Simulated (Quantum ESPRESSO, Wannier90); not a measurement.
**Cu (I4/mmm, model phase): Wannier90 run**

```
Cu
1.0
   -1.45073     1.45073     1.36224
    1.45073    -1.45073     1.36224
    1.45073     1.45073    -1.36224
Cu
1
Direct
  0.00000   0.00000   0.00000
```

Cell from Materials Project (mp-1010136), symmetrised, no further relaxation. This isn't the element's usual structure (fcc); take it as a model of another phase. Level: PBEsol, no spin polarisation, no spin-orbit coupling; pw.x of Quantum ESPRESSO at 74 Ry with PseudoDojo potentials, 12×12×12 k-points, Wannier90. Density: 20×20×20 mesh, cold smearing 0.01 Ry.

The plane-wave run has 21 bands and 19 electrons a cell. On the energy scale of pw.x, whose zero is arbitrary, the Fermi level lies at 17.88 eV.

Isolated groups of bands, relative to the Fermi level (bands from 5 on overlap up to the last one computed):

```csv
bands,from (eV),to (eV),filling,weight on atomic waves
1,-112.44,-112.40,filled,Cu 3s 99 %
2–4,-70.02,-69.89,filled,Cu 3p 100 %
```

Input w.win, without the blocks of cell, atoms and k-points (1728 lines):

```
num_bands = 17
num_wann = 9
exclude_bands = 1-4
num_iter = 800
conv_tol = 1.0e-6
conv_window = 4
dis_num_iter = 1000
dis_conv_tol = 1.0e-6
dis_froz_max = 19.38
dis_win_max = 18.38
write_hr = true
write_u_matrices = true
begin projections
Cu: s;p;d
end projections
mp_grid = 12 12 12
```

wannier90.x stops with:
```
dis_windows: Energy window contains fewer states than number of target WFs
```
At some k-point the outer window holds fewer bands than num_wann, so no subspace of that size can be extracted. Mended as below, all else unchanged, the run goes through (Ω_I = 4.6 Å²) and follows the plane-wave bands to 2.3 meV rms (states up to 1.0 eV relative to the Fermi level).
Remove the line dis_win_max = 18.38.
